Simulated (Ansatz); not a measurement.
MoS2:
Space group P-6m2 (No. 187); a = b = 3.1722 Å, c = 6.8688 Å, α = β = 90.00°, γ = 120.00°

```tsv
atom	site	symmetry	x	y	z
Mo	1a	-6m2	0.0000	0.0000	0.0000
S	2h	3m.	0.3333	0.6667	0.2263
```

Relaxed with r²SCAN+D4.

**Question.** Tabulate the valence density and the electron localisation function along the shortest Mo–S contact (2.40 Å), plane-wave PAW r²SCAN+D4 (Ansatz code).

**Answer.** 

```
distance from Mo (Å)  density (e/Å³)   ELF
--------------------  --------------  ----
0.24                            6.49  0.49
0.36                            6.20  0.66
0.48                            5.22  0.73
0.60                            3.81  0.72
0.72                            2.43  0.63
0.84                            1.42  0.46
0.96                            0.86  0.32
1.08                            0.66  0.31
1.20                            0.62  0.47
1.32                            0.68  0.68
1.44                            0.80  0.81
1.56                            0.97  0.85
1.68                            1.13  0.84
1.80                            1.21  0.76
1.92                            1.10  0.57
2.04                            0.81  0.26
2.16                            0.41  0.04
```

The density is the valence pseudo-density with augmentation charge, so density and ELF within about 1 Å of a nucleus are not all-electron values.

The first step of the workflow began from a Materials Project structure, measured or hypothetical; the Crystallography Open Database copy checked does not list it. It is not the phase usual at ambient conditions (space group No. 160, 194). The cell keeps a stress of up to 0.2 GPa. The cell was relaxed with r²SCAN+D4 under the symmetry of its start; whether a distortion lowers the energy is not shown. No spin polarisation was allowed.

Potentials: the later of the program's two PAW sets.
